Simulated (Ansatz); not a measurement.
Y4SiS3 in space group I4/mmm (No. 139; Pearson symbol tI16), r²SCAN (plane waves, PAW; program Ansatz), all energies at zero smearing, with the estimated change up to a 700 eV cutoff added, with one set of potentials and settings (totals compare only within such a set). Cell of 8 atoms (4 Y, 1 Si, 3 S): -18811.542 eV.

```json
[
 {"element": "Y", "reference phase": "P6_3/mmc, 2 atoms in the cell", "E (eV/atom)": "-3859.7274"},
 {"element": "Si", "reference phase": "Fd-3m, 2 atoms in the cell", "E (eV/atom)": "-639.0665"},
 {"element": "S", "reference phase": "P2/c, 32 atoms in the cell", "E (eV/atom)": "-905.8150"}
]
```

Formation energy per atom, worked out: (-18811.542 − 4×(-3859.7274) − 1×(-639.0665) − 3×(-905.8150))/8 = -2.015 eV/atom (-194 kJ per mol of atoms), at 0 K, without zero-point energy or fitted corrections.

The workflow started from a Materials Project entry (that database holds measured and hypothetical structures alike); the Crystallography Open Database copy checked does not list it. Whether it is the stable phase at ambient conditions was not checked. The cell was relaxed with r²SCAN under the symmetry of its start; its stability against distortions is not shown here. The run is not spin-polarised. The references are the lowest solids computed at this level, not always the standard phases.

Potentials: the earlier of the program's two PAW sets.
